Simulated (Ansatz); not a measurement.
The calculation used DFT PBE, scalar-relativistic, plane waves, PAW in Ansatz. The screen uses 420 eV, coarse Γ-centred meshes (up to 0.6 Å⁻¹ on the start cell), Gaussian smearing of 0.2 eV, tolerances of 0.08 eV/Å and 0.8 GPa and 16 steps at most, with the symmetry of each start kept. Magnetic atoms start with parallel moments. Energies are free energies per atom, good to about 0.1 eV/atom between metallic cells, end volumes are rough, and groups of ends are read at 0.1 Å.

Two trial cells of Al₄Co, not yet relaxed:

A.

```
CELL_PARAMETERS angstrom
6.18778 0.00000 0.00000
-3.09389 5.35877 0.00000
0.00000 0.00000 2.26519
ATOMIC_POSITIONS crystal
Al 0.66667 0.33333 0.50000
Al 0.83316 0.16684 0.00000
Al 0.83316 0.66631 0.00000
Al 0.33369 0.16684 0.00000
Co 0.33333 0.66667 0.50000
```

B.

```
CELL_PARAMETERS angstrom
-2.10040 2.10040 4.16008
2.10040 -2.10040 4.16008
2.10040 2.10040 -4.16008
ATOMIC_POSITIONS crystal
Al 0.63960 0.13960 0.50000
Al 0.13960 0.63960 0.50000
Al 0.36040 0.86040 0.50000
Al 0.86040 0.36040 0.50000
Co 0.50000 0.50000 0.00000
```

Question: Which is lower as given, and which after relaxing?

Answer: As given, B is lower by 0.61 eV/atom. Relaxed, B is lower by 0.73 eV/atom, so the order holds. A goes from P-6m2 at 15.0 Å³/atom to P-6m2 at 18.8 Å³/atom and gains 1.52 eV/atom. B goes from I4/mmm at 14.7 Å³/atom to I4/mmm at 17.3 Å³/atom and gains 1.64 eV/atom. The closest pair in A goes from Al–Al at 2.11 Å to Al–Al at 2.53 Å. The closest pair in B goes from Al–Al at 1.84 Å to Al–Co at 2.42 Å. At the end: counting all near atoms (those within 1.25 times the shortest distance at each site; a plus sign parts nearer from farther groups; a slash parts the counts of unlike sites), A has Al 4+2/6+2, Co 2+15 and B has Al 2+6, Co 8. The lowest end among all the guesses of this search lies 0.17 eV/atom under the better of the two.

Other magnetic orders may lie lower.
